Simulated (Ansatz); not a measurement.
## Be: from a starting cell to a relaxed one

The start is a generated cell, Be built in the simple-cubic structure type. Cell shape, volume and atoms are optimised at zero target pressure with r2SCAN (plane waves to 500 eV, PAW, scalar-relativistic; Ansatz, a quantum-chemistry and plane-wave program). First-step values are on the input's coarse k-mesh.

Ansatz input (later rounds restart from its end on a renewed k-mesh):
Ansatz 0.2 input:
```yaml
crystal:
  lattice:
    - [2.089768, 0, 0]
    - [0, 2.089768, 0]
    - [0, 0, 2.089768]
  atoms:
    - { symbol: Be, position: [0, 0, 0] }
basis: { ecutwfc: 500, ecutrho_ratio: 4, xc_grid: 4, fft_grid_basis: typed }
kpoints: { mp_grid: { grid: [15, 15, 15] } }
hamiltonian:
  xc: r2scan
  dispersion: none
  pseudopotentials: { azcp: { folder: ./paw }, kind: paw }
scf: { occupations: { method: fermi_dirac, width: 0.05 } }
relax: { f_tol: 0.01, max_steps: 100, cell: { stress_tol: 0.02 } }
output: { forces: true, stress: true }
```

Q: What pressure does the first self-consistent step give?

A: +10.4 GPa (positive: the cell is compressed).

Q: By how much does the energy per atom fall from start to end?

A: 0.03 eV/atom.

Q: How do the shortest distances between atoms change?

A: The closest pairs of elements (up to four, under 3.6 Å), start → end: Be–Be 2.09 → 2.17 Å.

Q: What band gap does the relaxed structure have at this level?

A: No gap (metallic).

Q: Give the final cell and atomic positions.

A: 
Space group Pm-3m (No. 221); a = b = c = 2.172 Å, α = β = γ = 90.00°

```csv
atom,site,symmetry,x,y,z
Be,1a,m-3m,0.0000,0.0000,0.0000
```

The space group stays Pm-3m (No. 221) (the run could not lower it); the end is simple cubic type, with 1 atom in the primitive cell. Final values are on a 21×21×21 k-mesh of the relaxed cell. No spin polarisation in the result.

The run could not lower the symmetry of its start; a shaken copy of this end point relaxes with r2SCAN to Fm-3m (No. 225), 0.97 eV/atom lower.

The relaxed structure here is a generated cell of Be: the first start was made by placing the elements on the sites of a structure type, and the end was not matched to a known phase here, so it may be hypothetical. Known forms of Be include space group No. 194.
